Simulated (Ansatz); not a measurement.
### Question
Each is relaxed and computed with the program Ansatz at the PBEsol level (PAW). Which is the only one with a gap?
(A) HfSi, CsCl type
(B) HfS2, Pca2_1 (Hf on 4a, S on 4a, S on 4a)
(C) Hf2C, P4/nmm (Hf on 2a, Hf on 2c, C on 2c)
(D) HfC, rock salt

### Answer
B, HfS2, Pca2_1 (Hf on 4a, S on 4a, S on 4a). HfS2: gap 0.99 eV (indirect); HfSi: metal; Hf2C: metal; HfC: metal. Constructed cells (a structure type filled with these elements, in neither database checked): HfSi, CsCl type; Hf2C, P4/nmm (Hf on 2a, Hf on 2c, C on 2c). Typed or built starts, not in the databases checked: HfS2, Pca2_1 (Hf on 4a, S on 4a, S on 4a). Unstable at this level: HfSi, CsCl type. All cells were relaxed under the symmetry of their starts (and spin orders); stability against distortions was not tested throughout. Named crystals with no word on spin ran without spin polarisation. Scalar-relativistic: spin–orbit coupling is off unless named, which matters more the heavier the elements.

Potentials: the earlier of the program's two PAW sets. The files were generated under PBE; for other functionals the program regenerates the frozen cores, and for LDA and PBEsol the local potential too.
